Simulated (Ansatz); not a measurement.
SiC (zinc blende, space group No. 216), a = b = c = 4.3563 Å, α = β = γ = 90.00°; the cell used has 2 atoms.

Relaxed with plane-wave PAW r²SCAN (Ansatz code). Indices refer to the conventional cell of F-43m, a = b = c = 4.3563 Å, α = β = γ = 90.00°.

Simulate the powder diffraction pattern (Cu Kα, λ = 1.54184 Å; lines above 1 %) up to 2θ = 90°.

Simulated powder pattern, Cu Kα, λ = 1.54184 Å (kinematic, ideal powder, no thermal factors, no anomalous dispersion; the 30 strongest lines at most, above 1 %, up to 2θ = 90°):

```json
[
 {"2θ (°)": "35.70", "d (Å)": "2.515", "I/Imax (%)": "100", "hkl": "(111)"},
 {"2θ (°)": "41.46", "d (Å)": "2.178", "I/Imax (%)": "18", "hkl": "(200)"},
 {"2θ (°)": "60.07", "d (Å)": "1.540", "I/Imax (%)": "46", "hkl": "(220)"},
 {"2θ (°)": "71.88", "d (Å)": "1.313", "I/Imax (%)": "35", "hkl": "(311)"},
 {"2θ (°)": "75.62", "d (Å)": "1.258", "I/Imax (%)": "5.0", "hkl": "(222)"}
]
```

Symmetry was held in the r²SCAN relaxation.

Potentials: the later of the program's two PAW sets.
